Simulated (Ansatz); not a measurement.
BeS:
Space group P6₃/mmc (No. 194); a = b = 3.300 Å, c = 5.256 Å, α = β = 90.00°, γ = 120.00°

| atom | site | symmetry | x | y | z |
|---|---|---|---|---|---|
| Be | 2a | -3m. | 0.0000 | 0.0000 | 0.0000 |
| S | 2c | -6m2 | 0.3333 | 0.6667 | 0.2500 |

Relaxed with r²SCAN. Plane-wave PAW r²SCAN (Ansatz code) gives a gap of 1.81 eV.

What gap does HSE06 give on the same cell (Ansatz, PAW)?

2.27 eV, 0.46 eV more. The hybrid was solved on a coarser mesh and at special points; the gap given is the minimum over both.

| k | v1 r²SCAN | c1 r²SCAN | v1 HSE06 | c1 HSE06 |
|---|---|---|---|---|
| Γ | 0.00 | 4.04 | ___ | ___ |
| A | -0.73 | 4.95 | -0.75 | 5.36 |
| K | -3.82 | 1.81 | -4.03 | 2.27 |
| H | -0.80 | 4.45 | ___ | ___ |
| M | -0.69 | 3.52 | ___ | ___ |
| L | -2.33 | 3.61 | ___ | ___ |

Top valence (v1) and lowest conduction level (c1) in eV from each method's valence maximum (which need not be a listed point): supply the withheld HSE06 values.


- L, v1 HSE06: -2.42
- L, c1 HSE06: 4.06
- Γ, v1 HSE06: 0.00
- Γ, c1 HSE06: 4.43
- M, v1 HSE06: -0.67
- M, c1 HSE06: 3.99
- H, v1 HSE06: -0.79
- H, c1 HSE06: 4.86

Cost on shared cores: the r²SCAN run (SCF on a 10×10×5 mesh, then bands and DOS) around 17 core-seconds (rough), the HSE06 run (SCF on 7×7×4, then a few points) around 100 core-seconds (rough); the tasks are unlike.

Space group P6_3/mmc (NiAs type). This is a known high-pressure phase of the composition, computed here at zero pressure and temperature. The r²SCAN relaxation kept the symmetry of its start; its stability against distortions is not shown here.

Potentials: the later of the program's two PAW sets.
